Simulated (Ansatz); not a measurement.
**Rb (Im-3m), comparing deformations**

Method: DFT PBEsol, scalar-relativistic, plane waves, PAW (Ansatz). Cutoff 420 eV, Γ-centred 12×12×12 k-points, Gaussian smearing of 0.15 eV. No spin polarisation. Energies are free energies at this smearing, counted from the undisturbed cell; pressure is positive in compression.

The starting cell (as given, not relaxed at this level; it stands at -0.1 GPa):

```yaml
crystal:
  lattice:
    - [-2.80600, 2.80600, 2.80600]
    - [2.80600, -2.80600, 2.80600]
    - [2.80600, 2.80600, -2.80600]
  atoms:
    - { symbol: Rb, position: [0.00000, 0.00000, 0.00000] }
```

The cell is strained by ε times a Voigt pattern (xx, yy, zz, yz, xz, xy; engineering shear) with fractional coordinates fixed. τ = (1/V0) dE/dε comes from the stress tensor. Of each scan, only the three points used here are listed.

| pattern | ε | τ (GPa) |
| --- | --- | --- |
| (0, 0, 1, 0, 0, 0) | -0.0150 | 0.0179 |
| (0, 0, 1, 0, 0, 0) | 0.0000 | 0.0627 |
| (0, 0, 1, 0, 0, 0) | 0.0150 | 0.1037 |
| (0, 0, 0, 1, 0, 0) | -0.0100 | -0.0188 |
| (0, 0, 0, 1, 0, 0) | 0.0000 | 0.0000 |
| (0, 0, 0, 1, 0, 0) | 0.0050 | 0.0094 |

**Question.** Which constants do the scans give, and which deformation costs least for the same size of strain tensor?

**Answer.** The slope dτ/dε at zero (parabola through three points) is pᵀCp: (0, 0, 1, 0, 0, 0) gives C11 = 2.9 GPa; (0, 0, 0, 1, 0, 0) gives C44 = 1.9 GPa. The size of the strain tensor, ε:ε, is ε² times 1.0, 0.5. Per unit of it the stiffnesses are 2.9, 3.8 GPa, so (0, 0, 1, 0, 0, 0) is the softest of these: at ε:ε = (1 %)² the quadratic term costs 0.08 meV/atom against 0.10 for the stiffest. These are clamped-ion values. The starting stress shifts them by about its own size.

In a metal these slopes depend on the k mesh and the smearing.